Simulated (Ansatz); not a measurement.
**What DFT gives for Cu (Fm-3m)**

Conventional cell: a = 3.564 Å, b = 3.564 Å, c = 3.564 Å, α = 90.00°, β = 90.00°, γ = 90.00°. Cu (atom 1) is surrounded by 12 Cu at 2.52 Å.

Ansatz runs use the cell relaxed by PAW under their functional.

Q: What do its conduction electrons give? (PBEsol, all-electron LAPW in Ansatz 0.2.0, scalar-relativistic; a = 3.564 Å; k mesh 16×16×16, fine mesh 28×28×28, Fermi-Dirac smearing of 0.080 eV, basis error target 1 meV/atom)

A: Fermi-surface sums: N(E_F) = 0.30 states/eV/atom, ħω_p (r.m.s. of x, y, z) = 9.1 eV, Fermi speed = 1.09×10⁶ m/s.

Q: How stiff is it? (PBEsol, PAW on Ansatz 0.2.0's default frozen-core files (fitted under PBE), scalar-relativistic; a = 3.563 Å; k mesh 28×28×28, strains of ±0.003, Fermi-Dirac smearing of 0.050 eV, cutoff 420 eV)

A: Elastic moduli (Hill averages, relaxed ions; θ_D from sound speeds over directions): B = 169 GPa, G = 66.0 GPa, C11 = 214 GPa, C44 = 102 GPa, ν = 0.327, θ_D = 388 K.

Q: How does it vibrate? (PBEsol, PAW on Ansatz 0.2.0's default frozen-core files (fitted under PBE), scalar-relativistic; a = 3.564 Å; k mesh 24×24×24, Fermi-Dirac smearing of 0.050 eV, cutoff 420 eV; q mesh 4×4×4)

A: Harmonic phonons by finite displacements (negative means unstable): highest mode = 262 cm⁻¹, lowest at L = 121 cm⁻¹, lowest at X = 181 cm⁻¹, lowest at W = 178 cm⁻¹, Grüneisen γ (heat-capacity mean at 300 K) = 2.01.

Q: Does the elastic Debye temperature match the top of the phonon spectrum?

A: k_Bθ_D corresponds to 270 cm⁻¹, against a highest mode of 262 cm⁻¹ on the mesh, a ratio of 1.03. The Debye cutoff comes from sound speeds alone and needn't equal it.

Caveats: these sums move with the mesh, by several per cent and more for small sheets (Fermi surface); frozen-core PAW files fitted under PBE, their cores solved anew for the functional of the run (moduli, phonons); responses of metals move with mesh and smearing (moduli, phonons).
